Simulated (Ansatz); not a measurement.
# Ti under uniaxial strain: field gradients at the nuclei

Cell: an entry of the Crystallography Open Database (COD), whose atoms a relaxation with PBE at fixed cell left in place.

```yaml
crystal:
  lattice:
    - [2.95000, 0.00000, 0.00000]
    - [-1.47500, 2.55477, 0.00000]
    - [0.00000, 0.00000, 4.68600]
  atoms:
    - { symbol: Ti, position: [0.33333, 0.66667, 0.25000] }
    - { symbol: Ti, position: [0.66667, 0.33333, 0.75000] }
```

Atoms are numbered from 1 in the order listed; like atoms form one site, named after its first atom.

Computed with Ansatz: DFT, PBE, plane waves and PAW, scalar-relativistic, 420 eV cutoff, Γ-centred 18×18×10 k-points, Fermi–Dirac smearing 0.05 eV.

The cell is stretched along z (the third Cartesian axis of the run's cell), x and y held, and the ions relax again each time.

| strain along z (%) | Ti: V along z (10²¹ V/m²) |
| --- | --- |
| -3 | 2.62 |
| -2 | 2.35 |
| -1 | 2.10 |
| 0 | 1.86 |
| +1 | ? |
| +2 | 1.37 |
| +3 | 1.14 |

(1) Estimate the row at +1 % from the others.

Answers

(1) Ti: 1.62. Worked for Ti: a straight line through the other 6 rows has a slope of -0.246 × 10²¹ V/m² per per cent of strain and gives 1.62 at +1 %, against 1.62 from the run, so the response is nearly linear here. For ⁴⁷Ti that is −1.8 MHz of C_Q per per cent.

With no gap above 0.1 eV, as in a metal, the gradients converge slowly in k; expect changes of a tenth or more on a denser mesh.
